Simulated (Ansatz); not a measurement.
YSF:
```yaml
crystal:
  lattice:
    - [3.77697, 0.00000, 0.00000]
    - [0.00000, 3.77697, 0.00000]
    - [0.00000, 0.00000, 6.82105]
  atoms:
    - { symbol: Y, position: [0.00000, 0.50000, 0.22695] }
    - { symbol: Y, position: [0.50000, 0.00000, 0.77305] }
    - { symbol: S, position: [0.00000, 0.50000, 0.64571] }
    - { symbol: S, position: [0.50000, 0.00000, 0.35429] }
    - { symbol: F, position: [0.00000, 0.00000, 0.00000] }
    - { symbol: F, position: [0.50000, 0.50000, 0.00000] }
```

Relaxed with r²SCAN. Special points in fractions of this cell's reciprocal vectors: Γ (0.000, 0.000, 0.000); X (0.000, 0.500, 0.000); M (0.500, 0.500, 0.000); Z (0.000, 0.000, 0.500); R (0.000, 0.500, 0.500); A (0.500, 0.500, 0.500).

Q: List the band energies nearest the valence-band maximum at these points for the program Ansatz at the r²SCAN level (PAW).

A: In eV from the valence-band maximum; about four levels below and three above (degenerate sets whole), none deeper than 8.9 eV; points with the same levels are listed once.

```tsv
k	below	above
Γ	-1.68 -1.68 -0.20 0.00 0.00	1.77 3.50 4.11
X	-1.69 -1.69 -1.07 -1.07	4.21 4.21 5.09 5.09
M	-1.70 -1.70 -1.24 -1.24	5.32 5.32 5.42 5.42
Z	-1.59 -1.59 -0.92 -0.06 -0.06	2.36 2.73 4.33
R	-1.63 -1.63 -0.84 -0.84	4.54 4.54 4.85 4.85
A	-1.52 -1.52 -1.29 -1.29	5.36 5.36 5.82 5.82
```

Space group P4/nmm. The workflow started from a Materials Project entry (that database holds measured and hypothetical structures alike); the Crystallography Open Database copy checked does not list it. COD files the formula under space group No. 194. Whether it is the stable phase at ambient conditions was not checked. The cell was relaxed with r²SCAN under the symmetry of its start; whether a distortion lowers the energy is not shown. No spin polarisation was allowed. Scalar-relativistic: spin–orbit coupling is off unless named, which matters more the heavier the elements.

Potentials: the later of the program's two PAW sets.
